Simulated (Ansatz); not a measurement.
Cr2SiC in space group P6_3/mmc (No. 194; Cr on 4f, Si on 2d, C on 2a), PBEsol (plane waves, PAW; program Ansatz), all energies at zero smearing, with the estimated change up to a 700 eV cutoff added, with one set of potentials and settings (totals compare only within such a set). Cell of 8 atoms (4 Cr, 2 Si, 2 C): -15135.045 eV.

```csv
element,reference phase,E (eV/atom)
Cr,"Im-3m, 1 atoms in the cell",-3349.1978
Si,"Fd-3m, 2 atoms in the cell",-621.4920
C,"P6_3/mmc, 4 atoms in the cell",-246.6950
```

Formation energy per atom, worked out: (-15135.045 − 4×(-3349.1978) − 2×(-621.4920) − 2×(-246.6950))/8 = -0.235 eV/atom (-23 kJ per mol of atoms), at 0 K, without zero-point energy or fitted corrections.

The first step of the workflow began from a Materials Project structure, measured or hypothetical; the Crystallography Open Database copy checked does not list it. Its standing as an ambient phase is unchecked. The PBEsol relaxation kept the symmetry of its start; whether a distortion lowers the energy is not shown. The final state is ferromagnetic, the only order run, not a proven ground state. The references are the lowest solids computed at this level, not always the standard phases.

Potentials: the later of the program's two PAW sets.
